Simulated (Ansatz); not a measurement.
NbSi2:
```yaml
crystal:
  lattice:
    - [4.81295, 0.00000, 0.00000]
    - [-2.40647, 4.16813, 0.00000]
    - [0.00000, 0.00000, 6.61251]
  atoms:
    - { symbol: Nb, position: [0.50000, 0.00000, 0.50000] }
    - { symbol: Nb, position: [0.50000, 0.50000, 0.83333] }
    - { symbol: Nb, position: [0.00000, 0.50000, 0.16667] }
    - { symbol: Si, position: [0.15909, 0.31818, 0.50000] }
    - { symbol: Si, position: [0.84091, 0.15909, 0.83333] }
    - { symbol: Si, position: [0.68182, 0.84091, 0.16667] }
    - { symbol: Si, position: [0.84091, 0.68182, 0.50000] }
    - { symbol: Si, position: [0.15909, 0.84091, 0.83333] }
    - { symbol: Si, position: [0.31818, 0.15909, 0.16667] }
```

Relaxed with PBE. Special points in fractions of this cell's reciprocal vectors: Γ (0.000, 0.000, 0.000); M (0.500, 0.000, 0.000); K (0.333, 0.333, 0.000); A (0.000, 0.000, 0.500); L (0.500, 0.000, 0.500); H (0.333, 0.333, 0.500).

Task: List the band energies nearest the Fermi level at these points for PBE in the plane-wave PAW code Ansatz.

Result: In eV from the Fermi level; about four levels below and three above (degenerate sets whole), none deeper than 8.9 eV; points with the same levels are listed once.

```csv
k,below,above
Γ,-2.15 -1.93 -1.93 -1.04,0.76 3.13 3.18
M,-1.91 -1.91 -1.03 -0.71 -0.13,0.00 0.75 1.17
K,-1.76 -1.76 -1.58 -1.58 -1.57,0.32 0.32 0.43
A,-2.07 -1.56 -1.38 -1.38,0.93 0.93 2.68 2.68
L,-1.82 -1.67 -0.63 -0.27,1.39 1.76 2.26
H,-0.74 -0.74 -0.18 -0.18,0.78 1.97 2.12 2.12
```

Space group P6_222. The PBE relaxation kept the symmetry of its start. The run is not spin-polarised. Scalar-relativistic: spin–orbit coupling is off unless named, which matters more the heavier the elements.

Potentials: the later of the program's two PAW sets.
